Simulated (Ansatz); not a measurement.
# What DFT gives for YbGe$_{2}$Pd$_{2}$

```xyz
5
Lattice="0.0000 4.3156 0.0000 4.3156 0.0000 0.0000 2.1578 2.1578 -5.0373" Properties=species:S:1:pos:R:3 pbc="T T T"
Yb    0.0000    0.0000    0.0000
Ge    2.1578    2.1578   -1.2593
Ge    4.3156    4.3156   -3.7780
Pd    2.1578    4.3156   -2.5187
Pd    4.3156    2.1578   -2.5187
```

Level: r2SCAN, no spin polarisation; 500 eV; 6×6×6 Γ-centred mesh; fermi-dirac occupations (width 0.1 eV); Ansatz 0.2.0, fixed geometry.

Stress: The pressure is -1.6 GPa (compression positive), so with the atoms held at these fractions the cell would first shrink.
Forces: The largest is on Ge2 (and as large on other atoms): 0.26 eV/Å, components (0.00, 0.00, 0.26). It makes 120° with the line to a nearest neighbour, Pd4 at 2.50 Å.
Contacts: Ge–Pd at 2.50 Å: least valence density 0.43 e/Å³ and ELF 0.37 there. Ge–Ge at 2.52 Å: least valence density 0.42 e/Å³ and ELF 0.64 there. Yb–Ge at 3.30 Å: least valence density 0.11 e/Å³ and ELF 0.08 there. These are pseudo-fields; inside the PAW spheres they differ from the all-electron ones.
Electronic structure: It is a metal, with about 3.3 states/eV a cell as the mean within 0.25 eV of the Fermi level, mostly Yb f (29 %), Ge p (28 %) and Pd d (21 %).
Charges: Bader charges in e: Yb +1.53, Ge -0.15, Pd -0.62. In the mean Yb gives up most and Pd takes most.

Origin: a database entry at a rescaled volume. Caveats: no spin polarisation, so a magnetic state may lie lower; f levels without a U or exact exchange are poorly placed.

It took 61 s on 1 thread of Intel(R) Xeon(R) 6975P-C (Granite Rapids), on a shared host, peak memory 0.87 GiB, starting from a saved density. The time holds forces, stress, Bader, DOS, bands, ELF.
